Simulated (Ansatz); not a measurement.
## GdOs3 (AuCu3-type structure)

Method: PBE, scalar-relativistic; collinear spin; PAW, 420 eV, 8×8×8 k-mesh, Gaussian smearing of 0.05 eV; code Ansatz; PAW files: Ansatz's generated set soft_2.

```
CELL_PARAMETERS angstrom
4.06548 0.00000 0.00000
0.00000 4.06548 0.00000
0.00000 0.00000 4.06548
ATOMIC_POSITIONS crystal
Gd 0.00000 0.00000 0.00000
Os 0.00000 0.50000 0.50000
Os 0.50000 0.50000 0.00000
Os 0.50000 0.00000 0.50000
```

The cell came from substitution into a structure type; no database entry of this phase was matched, which doesn't show that none exists.

The geometry is fixed. Moments are started on Gd in several ways. q is the propagation vector of an order in a doubled cell, in units of this cell's reciprocal vectors; doubled cells take an equivalent mesh or are counted from a ferromagnetic run in the same cell, unless said otherwise. Energies count from the first row, the state in which the cell was relaxed.

The starts:
- ferromagnetic
- no spin polarisation
- antiparallel, q = (0, 0, 1/2)
- antiparallel, q = (0, 1/2, 1/2)
- antiparallel, q = (1/2, 1/2, 1/2)

**Question.** Which start ends lowest?

**Answer.** Lowest: ferromagnetic.

```json
{"start": "ferromagnetic", "largest typed moment (μB)": "7.47", "ΔE (meV/atom)": "0.0", "gap on the mesh (eV)": "metal", "P (GPa)": "0.0", "final spin moments (μB)": "Gd 6.80; Os -0.31"}
{"start": "no spin polarisation", "largest typed moment (μB)": "0.00", "ΔE (meV/atom)": "1621.5", "gap on the mesh (eV)": "metal", "P (GPa)": "-9.2", "final spin moments (μB)": "none"}
{"start": "antiparallel, q = (0, 0, 1/2)", "largest typed moment (μB)": "7.00", "ΔE (meV/atom)": "11.2", "gap on the mesh (eV)": "metal", "P (GPa)": "0.1", "final spin moments (μB)": "Gd 6.83, -6.83; Os -0.25, 0.25"}
{"start": "antiparallel, q = (0, 1/2, 1/2)", "largest typed moment (μB)": "7.00", "ΔE (meV/atom)": "10.6", "gap on the mesh (eV)": "metal", "P (GPa)": "0.0", "final spin moments (μB)": "Gd 6.83, -6.83"}
{"start": "antiparallel, q = (1/2, 1/2, 1/2)", "largest typed moment (μB)": "7.00", "ΔE (meV/atom)": "1.8", "gap on the mesh (eV)": "metal", "P (GPa)": "-0.2", "final spin moments (μB)": "Gd 6.80, -6.80"}
```

The next distinct energy lies only 1.8 meV/atom above the lowest at one geometry; relaxing each state, or a finer mesh, could change the order.

The program noted a lower state or an instability beside: antiparallel, q = (0, 0, 1/2); antiparallel, q = (0, 1/2, 1/2). The lower rows of the table may be what it saw.

The moments on the other atoms differ between rows, so the energies hold more than the order of the magnetic atoms.

The row without spin polarisation prices the pairing of the open shell's electrons, not a magnetic ordering energy.

Only orders that fit these small cells were tried, so the real crystal's order may be another.

Without a U the 4f levels of Gd lie too near the Fermi level, so their share of the states there, and what hangs on it, is overstated. Scalar-relativistic only: spin–orbit splittings of the heavy atoms' levels are missing. Site moments are of spin, integrated over atomic spheres.

A lower state of the open shells can't be excluded.
